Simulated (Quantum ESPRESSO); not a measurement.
Zn6AlSe2S5Cl, finding a planted mistake in a log

A calculation, not a measurement. The program is pw.x of Quantum ESPRESSO 7.5 (plane-wave density functional theory). The cell is made up: 15 atoms on a doubled zincblende/diamond lattice with one site empty, with randomly drawn elements, strain and displacements, not relaxed. PseudoDojo standard norm-conserving files (v0.5 for PBE, v0.4.1 for LDA and PBEsol) set the functional; there is no spin polarisation, spin-orbit coupling or dispersion term, and the masses in the input are unused placeholders.

Intended input:

```
&control calculation='scf', pseudo_dir='./dojo.nc.sr.pbe.v0_5.standard.upf', outdir='./o', disk_io='low', tprnfor=.true., tstress=.true. /
&system ibrav=0, nat=15, ntyp=5, nbnd=102, ecutwfc=85.99341389, nosym=.true., tot_charge=0,
 occupations='smearing', smearing='fd', degauss=0.0018374661
/
&electrons conv_thr=7.350e-09, electron_maxstep=60, /
ATOMIC_SPECIES
Al 1.0 Al.upf
Cl 1.0 Cl.upf
S 1.0 S.upf
Se 1.0 Se.upf
Zn 1.0 Zn.upf
CELL_PARAMETERS angstrom
5.4374 -0.0417 -0.0737
-0.0417 5.397 0.0013
-0.1474 0.0025 11.1307
ATOMIC_POSITIONS angstrom
Zn 0.0476 -0.0586 -0.0315
Zn -0.2074 2.6246 2.6754
Zn 2.5877 0.0311 2.7773
Zn 2.6042 2.6388 -0.0283
Al 0.0071 -0.153 5.7206
Zn -0.2 2.5286 8.3233
Zn 2.5508 2.652 5.5708
Se 1.3451 1.3815 1.4092
S 1.4292 4.0006 4.2282
S 3.8888 1.2231 3.9786
S 3.9334 4.1223 1.5087
S 1.2849 1.2066 6.9454
Cl 1.2283 4.2656 9.7082
Se 3.8321 1.2529 9.6106
S 3.9426 3.9439 7.05
K_POINTS automatic
4 4 2 1 1 1
```

The log is shortened where brackets say so; the opening notice, blank lines, dates and the lines on written files are dropped, and the path of the files is cut. It prints rydbergs, bohrs and kilobars, and counts compression as positive stress. Where no state is partly filled, the Fermi energy that it prints is only some level between the filled and the empty states on the mesh, and need not lie in the true gap.

Log of the intended run:

```
     Program PWSCF v.7.5
     Parallel version (MPI & OpenMP), running on       4 processor cores
     Number of MPI processes:                 4
     Threads/MPI process:                     1
     [start-up lines left out]
     bravais-lattice index     =            0
     lattice parameter (alat)  =      10.2764  a.u.
     unit-cell volume          =    2203.7335 (a.u.)^3
     number of atoms/cell      =           15
     number of atomic types    =            5
     number of electrons       =       192.00
     number of Kohn-Sham states=          102
     kinetic-energy cutoff     =      85.9934  Ry
     charge density cutoff     =     343.9737  Ry
     scf convergence threshold =      7.3E-09
     mixing beta               =       0.7000
     number of iterations used =            8  plain     mixing
     Exchange-correlation= PBE
                           (   1   4   3   4   0   0   0)
     [axes and pseudopotential details left out]
   Cartesian axes
     site n.     atom                  positions (alat units)
         1        Zn     tau(   1) = (   0.0087531  -0.0107759  -0.0057925  )
         2        Zn     tau(   2) = (  -0.0381386   0.4826354   0.4919770  )
         3        Zn     tau(   3) = (   0.4758499   0.0057190   0.5107153  )
         4        Zn     tau(   4) = (   0.4788841   0.4852466  -0.0052041  )
         5        Al     tau(   5) = (   0.0013056  -0.0281350   1.0519562  )
         6        Zn     tau(   6) = (  -0.0367778   0.4649821   1.5305644  )
         7        Zn     tau(   7) = (   0.4690644   0.4876740   1.0244096  )
         8        Se     tau(   8) = (   0.2473493   0.2540428   0.2591366  )
         9        S      tau(   9) = (   0.2628143   0.7356669   0.7775200  )
        10        S      tau(  10) = (   0.7151080   0.2249148   0.7316213  )
        11        S      tau(  11) = (   0.7233095   0.7580462   0.2774335  )
        12        S      tau(  12) = (   0.2362791   0.2218806   1.2771836  )
        13        Cl     tau(  13) = (   0.2258710   0.7843975   1.7852325  )
        14        Se     tau(  14) = (   0.7046815   0.2303947   1.7672849  )
        15        S      tau(  15) = (   0.7250013   0.7252403   1.2964184  )
     number of k points=    16  Fermi-Dirac smearing, width (Ry)=  0.0018
                       cart. coord. in units 2pi/alat
        k(    1) = (   0.1276665   0.1269076   0.1238031), wk =   0.1250000
        k(    2) = (   0.1243551   0.1269408  -0.1205227), wk =   0.1250000
     [further k points left out]
     Dense  grid:   237393 G-vectors     FFT dimensions: (  64,  64, 125)
     Estimated max dynamical RAM per process >     710.56 MB
     Estimated total dynamical RAM >       2.61 GB
     Initial potential from superposition of free atoms
     starting charge     191.9964, renormalised to     192.0000
     Starting wfcs are  106 randomized atomic wfcs
     total cpu time spent up to now is        7.8 secs
     per-process dynamical memory:   474.5 Mb
     Self-consistent Calculation
     iteration #  1     ecut=    85.99 Ry     beta= 0.70
     Davidson diagonalization with overlap
     ethr =  1.00E-02,  avg # of iterations =  4.0
     Threshold (ethr) on eigenvalues was too large:
     Diagonalizing with lowered threshold
     Davidson diagonalization with overlap
     ethr =  4.66E-04,  avg # of iterations =  2.0
     total cpu time spent up to now is       44.8 secs
     total energy              =   -3141.34856894 Ry
     estimated scf accuracy    <       0.84620662 Ry
     iteration #  2     ecut=    85.99 Ry     beta= 0.70
     Davidson diagonalization with overlap
     ethr =  4.41E-04,  avg # of iterations =  7.5
     total cpu time spent up to now is       68.0 secs
     total energy              =   -3141.51911117 Ry
     estimated scf accuracy    <       0.74087062 Ry
     [iterations 3 to 10 left out]
     iteration # 11     ecut=    85.99 Ry     beta= 0.70
     Davidson diagonalization with overlap
     ethr =  5.21E-11,  avg # of iterations =  3.1
     total cpu time spent up to now is      267.7 secs
     total energy              =   -3141.70353887 Ry
     estimated scf accuracy    <          7.5E-09 Ry
     iteration # 12     ecut=    85.99 Ry     beta= 0.70
     Davidson diagonalization with overlap
     ethr =  3.90E-12,  avg # of iterations =  3.0
     total cpu time spent up to now is      294.4 secs
     End of self-consistent calculation
     [lines on levels left out]
     the Fermi energy is     7.1283 ev
!    total energy              =   -3141.70353888 Ry
     estimated scf accuracy    <          2.3E-09 Ry
     smearing contrib. (-TS)   =      -0.00000000 Ry
     internal energy E=F+TS    =   -3141.70353888 Ry
     The total energy is F=E-TS. E is the sum of the following terms:
     one-electron contribution =   -2932.51268799 Ry
     hartree contribution      =    1498.16737957 Ry
     xc contribution           =    -409.16300173 Ry
     ewald contribution        =   -1298.19522872 Ry
     convergence has been achieved in  12 iterations
     Forces acting on atoms (cartesian axes, Ry/au):
     atom    1 type  5   force =    -0.05381600    0.01597752    0.01590304
     atom    2 type  5   force =    -0.00964228    0.01745337    0.03180578
     atom    3 type  5   force =    -0.00434297   -0.05053953   -0.00116557
     atom    4 type  5   force =     0.05827235    0.03082176   -0.02284214
     atom    5 type  1   force =    -0.02852884   -0.00727773   -0.01183676
     atom    6 type  5   force =     0.01357160   -0.00003674   -0.02769328
     atom    7 type  5   force =     0.03433533   -0.02835606    0.02743796
     atom    8 type  4   force =    -0.04290721   -0.00429889   -0.00908773
     atom    9 type  3   force =    -0.07897155    0.02180746   -0.01149896
     atom   10 type  3   force =     0.07670184    0.03441627    0.09368219
     atom   11 type  3   force =     0.01629248   -0.02148423   -0.05270579
     atom   12 type  3   force =    -0.00285858    0.01070214   -0.00059218
     atom   13 type  2   force =     0.01546344   -0.03556552   -0.00670455
     atom   14 type  4   force =    -0.01349448   -0.01116062    0.02590247
     atom   15 type  3   force =     0.01992485    0.02754081   -0.05060446
     Total force =     0.226827     Total SCF correction =     0.000211
     Computing stress (Cartesian axis) and pressure
          total   stress  (Ry/bohr**3)                   (kbar)     P=       15.23
   0.00010509   0.00001573   0.00008460           15.46        2.31       12.45
   0.00001573   0.00013774  -0.00001570            2.31       20.26       -2.31
   0.00008460  -0.00001570   0.00006768           12.45       -2.31        9.96
     init_run     :      7.23s CPU      7.72s WALL (       1 calls)
     electrons    :    279.51s CPU    286.71s WALL (       1 calls)
     forces       :      5.41s CPU      5.49s WALL (       1 calls)
     stress       :     14.18s CPU     14.47s WALL (       1 calls)
     [timing details left out]
     PWSCF        :   5m 6.53s CPU   5m14.74s WALL
     JOB DONE.
```

A second run was made from an input with one planted mistake. Its log:

```
     Program PWSCF v.7.5
     Parallel version (MPI & OpenMP), running on       4 processor cores
     Number of MPI processes:                 4
     Threads/MPI process:                     1
     [start-up lines left out]
     bravais-lattice index     =            0
     lattice parameter (alat)  =      10.2764  a.u.
     unit-cell volume          =    2203.7335 (a.u.)^3
     number of atoms/cell      =           15
     number of atomic types    =            5
     number of electrons       =       192.00
     number of Kohn-Sham states=          102
     kinetic-energy cutoff     =      85.9934  Ry
     charge density cutoff     =     343.9737  Ry
     scf convergence threshold =      7.3E-09
     mixing beta               =       0.7000
     number of iterations used =            8  plain     mixing
     Exchange-correlation= SLA  PW   NOGX NOGC
                           (   1   4   0   0   0   0   0)
     [axes and pseudopotential details left out]
   Cartesian axes
     site n.     atom                  positions (alat units)
         1        Zn     tau(   1) = (   0.0087531  -0.0107759  -0.0057925  )
         2        Zn     tau(   2) = (  -0.0381386   0.4826354   0.4919770  )
         3        Zn     tau(   3) = (   0.4758499   0.0057190   0.5107153  )
         4        Zn     tau(   4) = (   0.4788841   0.4852466  -0.0052041  )
         5        Al     tau(   5) = (   0.0013056  -0.0281350   1.0519562  )
         6        Zn     tau(   6) = (  -0.0367778   0.4649821   1.5305644  )
         7        Zn     tau(   7) = (   0.4690644   0.4876740   1.0244096  )
         8        Se     tau(   8) = (   0.2473493   0.2540428   0.2591366  )
         9        S      tau(   9) = (   0.2628143   0.7356669   0.7775200  )
        10        S      tau(  10) = (   0.7151080   0.2249148   0.7316213  )
        11        S      tau(  11) = (   0.7233095   0.7580462   0.2774335  )
        12        S      tau(  12) = (   0.2362791   0.2218806   1.2771836  )
        13        Cl     tau(  13) = (   0.2258710   0.7843975   1.7852325  )
        14        Se     tau(  14) = (   0.7046815   0.2303947   1.7672849  )
        15        S      tau(  15) = (   0.7250013   0.7252403   1.2964184  )
     number of k points=    16  Fermi-Dirac smearing, width (Ry)=  0.0018
                       cart. coord. in units 2pi/alat
        k(    1) = (   0.1276665   0.1269076   0.1238031), wk =   0.1250000
        k(    2) = (   0.1243551   0.1269408  -0.1205227), wk =   0.1250000
     [further k points left out]
     Dense  grid:   237393 G-vectors     FFT dimensions: (  64,  64, 125)
     Estimated max dynamical RAM per process >     710.56 MB
     Estimated total dynamical RAM >       2.61 GB
     Initial potential from superposition of free atoms
     starting charge     191.9969, renormalised to     192.0000
     Starting wfcs are  106 randomized atomic wfcs
     total cpu time spent up to now is        9.1 secs
     per-process dynamical memory:   466.2 Mb
     Self-consistent Calculation
     iteration #  1     ecut=    85.99 Ry     beta= 0.70
     Davidson diagonalization with overlap
     ethr =  1.00E-02,  avg # of iterations =  4.0
     Threshold (ethr) on eigenvalues was too large:
     Diagonalizing with lowered threshold
     Davidson diagonalization with overlap
     ethr =  4.39E-04,  avg # of iterations =  2.0
     total cpu time spent up to now is       56.8 secs
     total energy              =   -3140.30948475 Ry
     estimated scf accuracy    <       0.79323502 Ry
     iteration #  2     ecut=    85.99 Ry     beta= 0.70
     Davidson diagonalization with overlap
     ethr =  4.13E-04,  avg # of iterations =  7.6
     total cpu time spent up to now is       84.4 secs
     total energy              =   -3140.45753869 Ry
     estimated scf accuracy    <       0.77996227 Ry
     [iterations 3 to 9 left out]
     iteration # 10     ecut=    85.99 Ry     beta= 0.70
     Davidson diagonalization with overlap
     ethr =  4.12E-10,  avg # of iterations =  2.2
     total cpu time spent up to now is      271.6 secs
     total energy              =   -3140.65027539 Ry
     estimated scf accuracy    <       0.00000010 Ry
     iteration # 11     ecut=    85.99 Ry     beta= 0.70
     Davidson diagonalization with overlap
     ethr =  5.09E-11,  avg # of iterations =  3.3
     total cpu time spent up to now is      291.6 secs
     End of self-consistent calculation
     [lines on levels left out]
     the Fermi energy is     7.7255 ev
!    total energy              =   -3140.65027541 Ry
     estimated scf accuracy    <          7.3E-09 Ry
     smearing contrib. (-TS)   =      -0.00000000 Ry
     internal energy E=F+TS    =   -3140.65027541 Ry
     The total energy is F=E-TS. E is the sum of the following terms:
     one-electron contribution =   -2934.45846941 Ry
     hartree contribution      =    1495.85980597 Ry
     xc contribution           =    -403.85638325 Ry
     ewald contribution        =   -1298.19522872 Ry
     convergence has been achieved in  11 iterations
     Forces acting on atoms (cartesian axes, Ry/au):
     atom    1 type  5   force =    -0.04906848    0.01748975    0.01378148
     atom    2 type  5   force =    -0.01030001    0.01570985    0.02875219
     atom    3 type  5   force =    -0.00051811   -0.04607430   -0.00033552
     atom    4 type  5   force =     0.05481467    0.02756205   -0.01928255
     atom    5 type  1   force =    -0.02609483   -0.00647798   -0.00979754
     atom    6 type  5   force =     0.00765703   -0.00046416   -0.02740717
     atom    7 type  5   force =     0.03105472   -0.02517476    0.02504929
     atom    8 type  4   force =    -0.04057633   -0.00537760   -0.00947509
     atom    9 type  3   force =    -0.07005141    0.01844016   -0.01220994
     atom   10 type  3   force =     0.06767418    0.03453750    0.08209945
     atom   11 type  3   force =     0.01577945   -0.02272107   -0.04939277
     atom   12 type  3   force =    -0.00491927    0.01756785   -0.00291313
     atom   13 type  2   force =     0.00857054   -0.03652689    0.00316740
     atom   14 type  4   force =    -0.00622390   -0.00543272    0.02785276
     atom   15 type  3   force =     0.02220174    0.01694234   -0.04988886
     Total force =     0.207239     Total SCF correction =     0.000404
     Computing stress (Cartesian axis) and pressure
          total   stress  (Ry/bohr**3)                   (kbar)     P=      -37.44
  -0.00024898   0.00002011   0.00009343          -36.63        2.96       13.74
   0.00002011  -0.00022009  -0.00000384            2.96      -32.38       -0.56
   0.00009343  -0.00000384  -0.00029438           13.74       -0.56      -43.30
     init_run     :      7.90s CPU      8.29s WALL (       1 calls)
     electrons    :    273.27s CPU    282.49s WALL (       1 calls)
     forces       :      3.37s CPU      3.47s WALL (       1 calls)
     stress       :     10.84s CPU     11.11s WALL (       1 calls)
     [timing details left out]
     PWSCF        :   4m56.32s CPU   5m 6.49s WALL
     JOB DONE.
```

Question: what was wrong in the second input?

Answer: the files are those of another functional. The input lines that differ, file-writing options aside:

```
- &control calculation='scf', pseudo_dir='./dojo.nc.sr.pbe.v0_5.standard.upf', outdir='./o', disk_io='low', tprnfor=.true., tstress=.true. /
+ &control calculation='scf', pseudo_dir='./dojo.nc.sr.lda.v0_4_1.standard.upf', outdir='./o', disk_io='low', tprnfor=.true., tstress=.true. /
```

```
                                            intended run  run with the mistake
                          free energy (eV)    -42745.054            -42730.724
                    smearing term -TS (eV)        0.0000                0.0000
                            pressure (GPa)          1.52                 -3.74
            largest force component (eV/Å)         2.409                 2.111
largest change of a force component (eV/Å)                               0.298
                                iterations            12                    11
```

For scale, a rerun of the intended cell at 1467 eV and a 6 x 6 x 4 mesh moved values by no more than 0.004 eV in energy, 0.02 GPa in stress and 0.002 eV/Å in force. Files of another functional have another zero of energy, so the energy change says nothing on stability.